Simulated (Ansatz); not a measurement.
A free-standing Janus 2H monolayer of CrOSe, relaxed with r2SCAN. The sheet's in-plane cell has a = 2.918 Å, b = 2.918 Å (γ = 120.0°), and its outermost atoms lie 2.68 Å apart along the normal. Cr has 3 O at 1.95 Å and 3 Se at 2.40 Å; O has 3 Cr at 1.95 Å; Se has 3 Cr at 2.40 Å.

```xyz
3
Lattice="2.9179 0.0000 0.0000 -1.4590 2.5270 0.0000 0.0000 0.0000 29.6375" Properties=species:S:1:pos:R:3 pbc="T T F"
Cr    0.0000    1.6847    9.2437
O     1.4590    0.8423   10.2171
Se    1.4590    0.8423    7.5391
```
Periodic in the plane only; c spans the vacuum.

The questions ask for values computed with the PAW code Ansatz on this geometry. The cell comes from a prototype generator: it can be a known phase or a hypothetical one. No magnetic order is allowed.

Q: Is there a gap with r2SCAN, and of what kind?

A: r2SCAN gives no gap: the lowest nominally empty band dips 0.31 eV below the top of the last filled one (its bottom at K, the top at Γ), so the cell is a metal or semimetal at this level.

Q: Estimate the gap with LDA on 12×12×1.

A: LDA gives no gap: the lowest nominally empty band dips 0.32 eV below the top of the last filled one (its bottom at K, the top at Γ), so the cell is a metal or semimetal at this level.

Q: How does the gap change from r2SCAN to PBE+SOC (12×12×1)?

A: With PBE+SOC the bands overlap by 0.31 eV (counted from 1, band 36 peaks at Γ and band 37 bottoms out at K): no gap. Spin-orbit coupling itself accounts for -0.008 eV.

Q: Roughly how does the cost of the PBE+SOC run (12×12×1) compare with r2SCAN's (12×12×1)?

A: About 4 times as much (2.1 core-minutes against 30 core-seconds, on 4 threads of Arm Neoverse V1, on a shared host).

Q: What do these levels agree on?

A: No level opens a gap, but no hybrid is among them, and semilocal functionals can close a real gap.

Only the levels marked +SOC include spin-orbit coupling.

For some runs the program warns that the potential is rough where the density is thin, which bears on empty states near the vacuum.

Run but not listed, since they were read on a mesh alone, on too coarse a mesh, or into states of the vacuum: PBE0.
